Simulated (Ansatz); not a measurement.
A generator proposed this cell of Mg5CdO6.

```cif
data_structure
_symmetry_space_group_name_H-M 'P 1'
_symmetry_Int_Tables_number 1
_cell_length_a 3.3768
_cell_length_b 3.3768
_cell_length_c 14.3267
_cell_angle_alpha 90.000
_cell_angle_beta 90.000
_cell_angle_gamma 90.000
_cell_volume 163.37
loop_
_atom_site_label
_atom_site_type_symbol
_atom_site_fract_x
_atom_site_fract_y
_atom_site_fract_z
_atom_site_occupancy
Mg1 Mg 0.00000 0.00000 0.00000 1
Mg2 Mg 0.50000 0.50000 0.16667 1
Mg3 Mg 0.00000 0.00000 0.33333 1
Mg4 Mg 0.00000 0.00000 0.66667 1
Mg5 Mg 0.50000 0.50000 0.83333 1
Cd1 Cd 0.50000 0.50000 0.50000 1
O1 O 0.00000 0.00000 0.16667 1
O2 O 0.50000 0.50000 0.33333 1
O3 O 0.00000 0.00000 0.50000 1
O4 O 0.50000 0.50000 0.66667 1
O5 O 0.00000 0.00000 0.83333 1
O6 O 0.50000 0.50000 0.00000 1
```

Method: Ansatz, DFT PBE, scalar-relativistic, plane waves, PAW. Cutoff 420 eV; k points 6×6×2 on the computed 12-atom cell (Γ-centred); Gaussian smearing, width 0.10 eV; no spin polarisation.

The zero of energy is the elements' standard structures at the same level (O₂ as a molecule); no fitted shifts are applied.

**Question.** How far from equilibrium is it?

**Answer.** The pressure is -21.4 GPa (the mean over three directions, positive in compression), the largest force is 0.85 eV/Å, and the energy is −2.05 eV/atom against the elements. The shortest distance is 2.39 Å.

**Question.** How much does it gain on relaxing, and where does it end?

**Answer.** Relaxing gains about 0.29 eV/atom in 11 ionic steps and ends at −2.339 eV/atom on the finer mesh. The symmetry stays P4/mmm (No. 123). The volume per atom shrinks by 23.0 %, from 13.6 to 10.5 Å³. The shortest distance goes from 2.39 Å (Cd–O and Mg–O) to 2.08 Å (Mg–O). Conventional cell: a = 3.097 Å, c = 13.121 Å. Around Mg on a site of symmetry 4/mmm lie 6 O at 2.09–2.19 Å; Cd has 4 O at 2.19 Å and 2 O at 2.40 Å; O on a site of symmetry 4mm has 6 Mg at 2.09–2.19 Å; 5 more sites not described.

The last run used a 10×10×2 mesh (in the run's order of axes) for its 12-atom cell and Gaussian smearing of 0.02 eV. The relaxation can't lower the symmetry of the start. A structure relaxed within its symmetry needn't be a true minimum.
